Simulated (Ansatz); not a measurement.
Polymorphs of Si, each relaxed with plane-wave PAW r²SCAN (Ansatz code):

A: diamond (Fd-3m)
a = b = c = 5.4443 Å, α = β = γ = 90.00°

```json
[
 {"atom": "Si", "site": "8a", "symmetry": "-43m", "x": "0.0000", "y": "0.0000", "z": "0.0000"}
]
```

B: I4/mmm
a = b = 3.3664 Å, c = 6.1643 Å, α = β = γ = 90.00°

| atom | site | symmetry | x | y | z |
|---|---|---|---|---|---|
| Si | 4e | 4mm | 0.0000 | 0.0000 | 0.1911 |

Problem. Order them by energy per atom at 0 K (lowest first) at the level r²SCAN.

Solution. A (+0 meV/atom), B (+366 meV/atom)

Problem. Give each one's gap.

Solution. A 0.77 eV; B no gap.

Not the usual ambient phase: B. All cells were relaxed under the symmetry of their starts (and spin orders); stability against distortions was not tested throughout.

Energies hold the estimated change up to a 700 eV cutoff; steps of a few meV lie near the error of the meshes.

Potentials: the later of the program's two PAW sets.
